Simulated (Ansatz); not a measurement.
Relaxed-ion elastic tensor of Ge$_{2}$Sb$_{2}$Te$_{5}$ in space group P-3m1 (No. 164; Pearson symbol hP9) in GPa (Voigt order), DFT-LDA in the program Ansatz with PAW potentials; density 6.68 g/cm³, 28.34 Å³ per atom.

```csv
,1,2,3,4,5,6
1,83.3,27.0,30.7,-18.3,0.0,0.0
2,27.0,83.3,30.7,18.3,0.0,0.0
3,30.7,30.7,57.0,0.0,0.0,0.0
4,-18.3,18.3,0.0,40.8,0.0,0.0
5,0.0,0.0,0.0,0.0,40.8,-18.3
6,0.0,0.0,0.0,0.0,-18.3,28.2
```

Task: Is the crystal mechanically stable?

Result: Yes: the smallest eigenvalue of C is 15.2 GPa.

Task: Work out the Voigt, Reuss and Hill averages.

Result: K_V = 44.5, K_R = 43.4, K_H = 43.9; G_V = 31.0, G_R = 21.8, G_H = 26.4 GPa.

Task: Give Young's modulus, Poisson's ratio, Pugh's ratio and the universal anisotropy index.

Result: E = 9KG/(3K + G) = 65.9 GPa; ν = 0.25; K/G = 1.67 (near the Pugh limit of 1.75, no verdict); A_U = 5G_V/G_R + K_V/K_R − 6 = 2.14.

Task: Estimate the sound speeds and the Debye temperature.

Result: v_l = √((K + 4G/3)/ρ) = 3440 m/s, v_t = √(G/ρ) = 1990 m/s, mean 2200 m/s; Θ = (h/k)(3n/4πV)^(1/3) v_m = 215 K.

Task: Solve the Christoffel equation for the three sound speeds along x, y, z.

Result: Eigenvalues of C_ijkl n_j n_l equal ρv². In km/s, slowest first: x 1.51, 2.84, 3.53; y 2.05, 2.26, 3.67; z 2.47, 2.47, 2.92.

Task: How much does each axis shrink under pressure?

Result: Linear compressibilities β_i = Σ_j S_ij (j = 1 to 3): x 6.0, y 6.0, z 11 per TPa.

The cell was relaxed with LDA under the symmetry of its start. A crystal of weakly bound layers computed without a dispersion correction: the cell and the soft elastic constants depend strongly on that. As this level gives no gap, shear constants depend on the k-mesh and smearing (Fermi–Dirac, 0.1 eV here). Scalar-relativistic: spin–orbit coupling is off unless named, which matters more the heavier the elements.

Potentials: the later of the program's two PAW sets.
